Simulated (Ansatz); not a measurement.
Here is the system:

LaAs:
```
LaAs
1.0
    0.00000     3.03193     3.03193
    3.03193     0.00000     3.03193
    3.03193     3.03193     0.00000
La As
1 1
Direct
  0.00000   0.00000   0.00000
  0.50000   0.50000   0.50000
```

This is the LDA-relaxed structure.

Q: All from plane-wave PAW LDA (Ansatz code), unless another level is named. Predict the electronic character.

A: metallic (no gap).

Q: Give the density of states at the Fermi level.

A: 0.07 states/eV per atom (mean over ±0.08 eV).

Q: Give the formation energy from the elements (no fitted shifts).

A: -148 kJ/mol-atom.

Space group Fm-3m (rock salt). The workflow started from a Materials Project entry (that database holds measured and hypothetical structures alike); the Crystallography Open Database files this formula in space group No. 225, but the cells were not matched. Its standing as an ambient phase is unchecked. The cell was relaxed with LDA under the symmetry of its start; of distortions, only those at the zone centre were tested. The references are the lowest solids computed at this level, not always the standard phases. Spin–orbit coupling is left out wherever it is not named.

Potentials: the later of the program's two PAW sets.
